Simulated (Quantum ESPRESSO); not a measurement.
Kohn-Sham bands of RbCdF3 (cubic perovskite)

```xyz
5
Lattice="4.4250 0.0000 0.0000 0.0000 4.4250 0.0000 0.0000 0.0000 4.4250" Properties=species:S:1:pos:R:3 pbc="T T T"
Rb     0.0000     0.0000     0.0000
Cd     2.2125     2.2125     2.2125
F      0.0000     2.2125     2.2125
F      2.2125     0.0000     2.2125
F      2.2125     2.2125     0.0000
```

Structure: Materials Project mp-6951, symmetrised, not relaxed again. Not found in the COD (Crystallography Open Database) copy used; not checked further. Computed values, not measurements, from PBEsol: Quantum ESPRESSO (norm-conserving PseudoDojo potentials, cutoff 82 Ry, no spin polarisation, no spin-orbit coupling) on a Γ-centred 6×6×6 mesh, then Wannier90. Density: 8×8×8 mesh, cold smearing 0.01 Ry.

### Question
List the Kohn-Sham levels between −8 and 6.1 eV relative to the valence-band maximum at the high-symmetry points, as a band run of pw.x on that density gives them (levels within 2 meV counted together).

### Answer
```json
[
 {"point": "Γ", "k (reciprocal lattice)": "0.000 0.000 0.000", "levels (eV)": "-7.87 (×3), -5.02 (×3), -4.60 (×2), -3.19 (×3), -1.64 (×3), -1.52 (×3), 3.08"},
 {"point": "X", "k (reciprocal lattice)": "0.000 0.500 0.000", "levels (eV)": "-7.91, -7.82 (×2), -6.14, -5.17 (×2), -5.01, -4.59, -3.14 (×2), -2.20, -1.79, -1.68, -1.66 (×2), -1.42 (×2), 5.62"},
 {"point": "M", "k (reciprocal lattice)": "0.500 0.500 0.000", "levels (eV)": "-7.97 (×2), -7.76, -6.34, -5.85, -5.45, -5.21 (×2), -2.97, -2.95, -1.88, -1.77 (×2), -1.53 (×2), -1.25, 0.00"},
 {"point": "R", "k (reciprocal lattice)": "0.500 0.500 0.500", "levels (eV)": "-6.34 (×2), -5.30 (×3), -4.97, -1.59 (×3), -1.24 (×3), 0.00 (×2)"}
]
```
